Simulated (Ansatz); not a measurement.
Independent-particle absorption of BaZrO3 (Pm-3m, a = 4.205 Å, b = 4.205 Å, c = 4.205 Å, α = 90.00°, β = 90.00°, γ = 90.00°), no local fields or excitons, 0.1 eV broadening. Method: DFT r2SCAN, scalar-relativistic, plane waves, PAW in Ansatz 0.2.0.

Settings: cutoff 500 eV, Γ-centred mesh 6×6×6 on the computed 5-atom cell, Gaussian smearing of 0.02 eV; no spin polarisation. The spectrum is summed on a 9×9×9 mesh.

```
Ba Zr O
1.0
     4.20518    0.00000    0.00000
     0.00000    4.20518    0.00000
     0.00000    0.00000    4.20518
Ba Zr O
1 1 3
Direct
  0.00000 0.00000 0.00000
  0.50000 0.50000 0.50000
  0.00000 0.50000 0.50000
  0.50000 0.00000 0.50000
  0.50000 0.50000 0.00000
```

```tsv
photon energy (eV)	ε2,xx
0.0	0.00
0.4	0.00
0.8	0.00
1.2	0.00
1.6	0.00
1.8	0.00
2.2	0.00
2.6	0.00
3.0	0.00
3.4	0.00
3.8	0.00
4.2	0.35
4.6	1.02
5.0	2.16
5.2	2.64
5.6	3.48
6.0	4.56
6.4	5.23
6.8	8.54
7.2	3.19
7.6	2.23
8.0	2.71
8.2	4.25
8.6	7.70
9.0	3.92
9.4	4.12
9.8	6.14
10.2	5.99
10.6	4.97
11.0	3.75
11.4	2.78
11.6	2.35
12.0	2.01
12.4	1.52
12.8	1.02
13.2	0.98
```

The strongest peak lies near 6.8 eV. ε∞ (xx, yy, zz) = 4.5, 4.5, 4.5.

Cost: 1 run of about 3 core-minutes, on AMD EPYC (Zen 3) (shared hosts).